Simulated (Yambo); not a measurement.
Yambo run on Mg2Ge (anti-fluorite, space group Fm-3m, No. 225). The wavefunctions are norm-conserving PBE (stringent potentials; Quantum ESPRESSO, 124 Ry, scalar-relativistic) ones on a 4×4×4 mesh (21 occupied bands); a = b = c = 4.4989 Å, α = β = γ = 60.00°.

Yambo input:

```
rim_cut
gw0
dyson
el_el_corr
HF_and_locXC
cohsex
em1s
RandQpts= 1000000
RandGvec= 1 Ry
EXXRLvcs= 124 Ry
VXCRLvcs= 496 Ry
Chimod= "HARTREE"
% BndsRnXs
 13 | 286 |
%
NGsBlkXs= 15 Ry
% LongDrXs
 1.0 | 1.0 | 1.0 |
%
ExtendOut
% QPkrange
 1 | 1 | 21 | 22 |
 7 | 7 | 22 | 22 |
%
```

k points by index: 1 = Γ, 7 = X.

Table of the .qp output:

```
#    K-point    Band    Eo [eV]    E [eV]    E-Eo [eV]    Vxc [eV]    Vnlxc [eV]    Sc|Eo [eV]    Re(Z)    Im(Z)
#
    1    21    0.000000    -2.741217    -2.741217    -11.40514    -12.60055    -1.545805    1.000000    0.000000
    1    22    1.088474    -0.541530    -1.630005    -11.26095    -7.421699    -5.469255    1.000000    0.000000
    7    22    0.135487    -1.521521    -1.657008    -8.154603    -4.913344    -4.898268    1.000000    0.000000
```
(The two width columns are left out.) Convergence of these settings isn't established.

Spin-orbit coupling is not included.

Geometry relaxed with PBEsol.
